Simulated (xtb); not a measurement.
xtb single point, GFN2-xTB, GBSA implicit methanol, on bromine monochloride, BrCl (SMILES ClBr), charge 0, multiplicity 1.

```
xtb m.xyz --gfn 2 --chrg 0 --uhf 0 --norestart --sp --gbsa methanol

2

Cl     1.067900    -0.017500     0.009100
Br    -1.067900     0.017500    -0.009100
```

Output:

```

          ...................................................
          :                      SETUP                      :
          :.................................................:
          :  # basis functions                  20          :
          :  # atomic orbitals                  18          :
          :  # shells                            6          :
          :  # electrons                        14          :
          :  max. iterations                   250          :
          :  Hamiltonian                  GFN2-xTB          :
          :  restarted?                      false          :
          :  GBSA solvation                   true          :
          :  PC potential                    false          :
          :  electronic temp.          300.0000000     K    :
          :  accuracy                    1.0000000          :
          :  -> integral cutoff          0.2500000E+02      :
          :  -> integral neglect         0.1000000E-07      :
          :  -> SCF convergence          0.1000000E-05 Eh   :
          :  -> wf. convergence          0.1000000E-03 e    :
          :  Broyden damping             0.4000000          :
          :  net charge                          0          :
          :  unpaired electrons                  0          :
          ...................................................

 iter      E             dE          RMSdq      gap      omega  full diag
   1     -8.6268565 -0.862686E+01  0.138E+01    3.24       0.0  T
   2     -8.6289768 -0.212039E-02  0.765E+00    3.11       1.0  T
   3     -8.6300529 -0.107609E-02  0.134E+00    2.90       1.0  T
   4     -8.6302044 -0.151448E-03  0.106E+00    2.92       1.0  T
   5     -8.6307776 -0.573187E-03  0.592E-01    2.93       1.0  T
   6     -8.6313115 -0.533949E-03  0.368E-01    2.95       1.0  T
   7     -8.6316310 -0.319475E-03  0.255E-01    2.98       1.0  T
   8     -8.6318091 -0.178068E-03  0.502E-02    3.04       1.4  T
   9     -8.6318042  0.490604E-05  0.112E-01    3.04       1.0  T
  10     -8.6318094 -0.524075E-05  0.937E-04    3.04      75.4  T
  11     -8.6318094 -0.237684E-09  0.435E-05    3.04    1624.5  T
  12     -8.6318094  0.111910E-11  0.495E-05    3.04    1427.7  T

   *** convergence criteria satisfied after 12 iterations ***

         #    Occupation            Energy/Eh            Energy/eV
      -------------------------------------------------------------
         1        2.0000           -1.0996691             -29.9235
         2        2.0000           -0.8608303             -23.4244
         3        2.0000           -0.5451762             -14.8350
         4        2.0000           -0.4981501             -13.5554
         5        2.0000           -0.4981501             -13.5554
         6        2.0000           -0.4375631             -11.9067
         7        2.0000           -0.4375631             -11.9067 (HOMO)
         8                         -0.3260107              -8.8712 (LUMO)
         9                         -0.0309787              -0.8430
        10                         -0.0309787              -0.8430
        11                         -0.0294411              -0.8011
        12                         -0.0294411              -0.8011
       ...                                ...                  ...
        18                          0.3858585              10.4997
      -------------------------------------------------------------
                  HL-Gap            0.1115524 Eh            3.0355 eV
             Fermi-level           -0.3817869 Eh          -10.3890 eV


         :::::::::::::::::::::::::::::::::::::::::::::::::::::
         ::                     SUMMARY                     ::
         :::::::::::::::::::::::::::::::::::::::::::::::::::::
         :: total energy              -8.630510336601 Eh    ::
         :: total w/o Gsasa/hb        -8.627979475798 Eh    ::
         :: gradient norm              0.000266470190 Eh/a0 ::
         :: HOMO-LUMO gap              3.035494658920 eV    ::
         ::.................................................::
         :: SCC energy                -8.631809400929 Eh    ::
         :: -> isotropic ES            0.000056204761 Eh    ::
         :: -> anisotropic ES         -0.004724288868 Eh    ::
         :: -> anisotropic XC         -0.014647324692 Eh    ::
         :: -> dispersion             -0.000861498824 Eh    ::
         :: -> Gsolv                  -0.002549452941 Eh    ::
         ::    -> Gelec               -0.000018592138 Eh    ::
         ::    -> Gsasa               -0.005883096518 Eh    ::
         ::    -> Ghb                 -0.000004693808 Eh    ::
         ::    -> Gshift               0.003356929523 Eh    ::
         :: repulsion energy           0.001299064328 Eh    ::
         :: add. restraining           0.000000000000 Eh    ::
         :: total charge              -0.000000000000 e     ::
         :::::::::::::::::::::::::::::::::::::::::::::::::::::

           -------------------------------------------------
          |                Property Printout                |
           -------------------------------------------------

    * Orbital Energies and Occupations

         #    Occupation            Energy/Eh            Energy/eV
      -------------------------------------------------------------
         1        2.0000           -1.0996691             -29.9235
         2        2.0000           -0.8608303             -23.4244
         3        2.0000           -0.5451762             -14.8350
         4        2.0000           -0.4981501             -13.5554
         5        2.0000           -0.4981501             -13.5554
         6        2.0000           -0.4375631             -11.9067
         7        2.0000           -0.4375631             -11.9067 (HOMO)
         8                         -0.3260107              -8.8712 (LUMO)
         9                         -0.0309787              -0.8430
        10                         -0.0309787              -0.8430
        11                         -0.0294411              -0.8011
        12                         -0.0294411              -0.8011
        13                         -0.0103618              -0.2820
        14                          0.0103634               0.2820
        15                          0.0103634               0.2820
        16                          0.0266703               0.7257
        17                          0.0266703               0.7257
        18                          0.3858585              10.4997
      -------------------------------------------------------------
                  HL-Gap            0.1115524 Eh            3.0355 eV
             Fermi-level           -0.3817869 Eh          -10.3890 eV

     #   Z          covCN         q      C6AA      α(0)
     1  17 Cl       0.948    -0.023    99.882    15.290
     2  35 Br       0.948     0.023   184.320    21.890

 Mol. C6AA /au·bohr⁶  :        555.268333
 Mol. C8AA /au·bohr⁸  :      29744.535807
 Mol. α(0) /au        :         37.179750

Wiberg/Mayer (AO) data.
largest (>0.10) Wiberg bond orders for each atom

 ---------------------------------------------------------------------------
     #   Z sym  total        # sym  WBO       # sym  WBO       # sym  WBO
 ---------------------------------------------------------------------------
     1  17 Cl   1.166 --     2 Br   1.166
     2  35 Br   1.166 --     1 Cl   1.166
 ---------------------------------------------------------------------------


molecular dipole:
                 x           y           z       tot (Debye)
 q only:       -0.091       0.001      -0.001
   full:        1.506      -0.025       0.013       3.828
molecular quadrupole (traceless):
                xx          xy          yy          xz          yz          zz
 q only:       -0.000       0.000       0.000      -0.000       0.000       0.000
  q+dip:       -3.141       0.077       1.570      -0.040       0.001       1.571
   full:       -1.307       0.032       0.653      -0.017       0.000       0.654

           -------------------------------------------------
          | TOTAL ENERGY               -8.630510336601 Eh   |
          | GRADIENT NORM               0.000266470190 Eh/α |
          | HOMO-LUMO GAP               3.035494658920 eV   |
           -------------------------------------------------
```

The total energy is -234.85 eV, -0.07 eV from the same level's vacuum run.
